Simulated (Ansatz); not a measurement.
Ag (simple cubic, Pm-3m) under volume change, the program Ansatz at the PBEsol level (PAW), scaled uniformly.

```csv
V (Å³/atom),E − E(relaxed) (meV/atom),P (GPa)
17.614,53.3,10.87
18.194,22.1,6.52
18.775,5.2,2.94
19.356,0.0,0.00
19.936,4.5,-2.41
20.517,16.9,-4.37
21.098,35.7,-5.96
```

Question: What does a third-order Birch–Murnaghan fit give for V₀, B₀ and B′?

Answer: V₀ = 19.36 Å³/atom, B₀ = 88.3 GPa, B′ = 5.7.

The cell is a constructed one: a structure type filled with these elements; neither database checked (COD, Materials Project) lists it. It is not the phase usual at ambient conditions (space group No. 225). The cell was relaxed with PBEsol under the symmetry of its start. At this level the phase is mechanically unstable. No spin polarisation was allowed.

Potentials: the earlier of the program's two PAW sets.
